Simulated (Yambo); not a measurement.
G0W0@PBEsol for K$_{2}$Se (anti-fluorite, space group Fm-3m, No. 225) in Yambo. Reference settings: 2×2×2 Γ-centred k mesh, bands 11 to 320 and a 7 Ry block in the screening, 320 bands in G with the Bruneval-Gonze terminator, plasmon pole fitted at 27.2 eV. The PBEsol gap X → Γ on this mesh is 2.02 eV; G0W0 gaps are taken between the same points.

The settings were changed. The gap went from 3.97 eV to 3.93 eV, and the shift of the valence edge from -1.67 eV to -1.58 eV.

Question: What was changed between the two runs?
A. pole fitted at 55 eV
B. 202 bands in W, 202 bands in G
C. 116 bands in G, no terminator
D. 202 bands in G, no terminator

Answer: B, 202 bands in W, 202 bands in G. The others gave (gap, valence shift): 116 bands in G, no terminator: 3.75, -1.22 eV; 202 bands in G, no terminator: 3.89, -1.49 eV; pole fitted at 55 eV: 4.02, -1.76 eV.

The standard potential for Se keeps a d shell in the valence without the s and p states of that shell. In tests on such compounds this moved G0W0 gaps by up to about 0.9 eV, so absolute quasiparticle energies here are unreliable; differences between settings are what counts.

Spin-orbit coupling is included.

Geometry relaxed with PBEsol; primitive cell a = 5.380 Å, b = 5.380 Å, c = 5.380 Å, α = 60.00°, β = 60.00°, γ = 60.00°.

A shift is the quasiparticle energy of the state minus its PBEsol energy.
